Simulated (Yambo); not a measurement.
## How GW settings move the gap: RbCaH3

G0W0@PBEsol for RbCaH3 (cubic perovskite, space group Pm-3m, No. 221) in Yambo. Reference settings: 4×4×4 Γ-centred k mesh, 162 bands and a 8 Ry block in the screening, 162 bands in G with the Bruneval-Gonze terminator, plasmon pole fitted at 27.2 eV. The PBEsol gap M → M on this mesh is 3.08 eV; G0W0 gaps are taken between the same points.

| change from the reference | G0W0 gap M → M (eV) | shift of the valence edge (eV) | rough Yambo cost |
|---|---|---|---|
| reference settings | 5.72 | -1.72 | 1 |
| 56 bands in W, 56 bands in G | 5.67 | -1.47 | about 1/3 |
| 56 bands in G | 5.71 | -1.68 | – |
| 101 bands in G | 5.72 | -1.71 | – |
| 70 bands in W | 5.70 | -1.58 | about 1/2 |
| 2 Ry block | 5.43 | -1.42 | about 1/2 |
| 7 Ry block | 5.69 | -1.69 | within a factor of two |
| pole fitted at 15 eV | 5.67 | -1.61 | – |
| no random integration | 5.66 | -1.56 | – |
| 56 bands in G, no terminator | 5.71 | -1.40 | – |
| no terminator | 5.75 | -1.67 | – |

The reference isn't shown to be the converged limit. Costs are rough (shared machines), scaled to the same edge states, and given only for runs that recompute the screening. In the run with 162 bands and a 8 Ry block, which covers more k points, the smallest G0W0 gap is 5.67 eV, X → M.

The cell is held in this high symmetry; tilts and polar distortions were not searched.

Geometry of the Materials Project entry, not relaxed at this level; primitive cell a = b = c = 4.5210 Å, α = β = γ = 90.00°.

A shift is the quasiparticle energy of the state minus its PBEsol energy.
